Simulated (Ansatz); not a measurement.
SrTaNO₂:
```xyz
5
Lattice="3.9649 0.0000 0.0000 0.0000 4.0222 0.0000 0.0000 0.0000 3.9970" Properties=species:S:1:pos:R:3 pbc="T T T"
Sr     0.0000     0.0000     0.1060
Ta     1.9825     2.0111     2.0563
N      1.9825     0.0000     1.9174
O      0.0000     2.0111     1.9330
O      1.9825     2.0111     3.9796
```

Tensor components refer to the Cartesian frame of this cell.

Give the high-frequency dielectric tensor and the Born effective charge tensors of the independent atoms from DFPT, LDA in the plane-wave PAW code Ansatz.


ε∞:
```
6.94  0.00  0.00
0.00  12.6  0.00
0.00  0.00  6.13
```
Z* of atom 1 (Sr), rows: field, columns: displacement, in e:
```
2.74  0.00  0.00
0.00  2.23  0.00
0.00  0.00  2.66
```
Z* of atom 2 (Ta), rows: field, columns: displacement, in e:
```
 7.99   0.00   0.00
 0.00  12.25   0.00
 0.00   0.00   6.66
```
Z* of atom 3 (N), rows: field, columns: displacement, in e:
```
-2.99   0.00   0.00
 0.00  -9.23   0.00
 0.00   0.00  -2.23
```
Z* of atom 4 (O), rows: field, columns: displacement, in e:
```
-6.01   0.00   0.00
 0.00  -2.79   0.00
 0.00   0.00  -1.71
```
Z* of atom 5 (O), rows: field, columns: displacement, in e:
```
-1.73   0.00   0.00
 0.00  -2.47   0.00
 0.00   0.00  -5.39
```

Space group Pmm2. The first step of the workflow began from a Materials Project structure, measured or hypothetical; the Crystallography Open Database copy checked does not list it. With N and O taken as one species the cell has the higher symmetry P4mm, so it may be an ordered model of a mixed-site phase. Its standing as an ambient phase is unchecked. The cell was relaxed with LDA under the symmetry of its start. At this level the phase is dynamically unstable (imaginary phonons). The run is not spin-polarised. Spin–orbit coupling is left out wherever it is not named.

Potentials: the later of the program's two PAW sets.
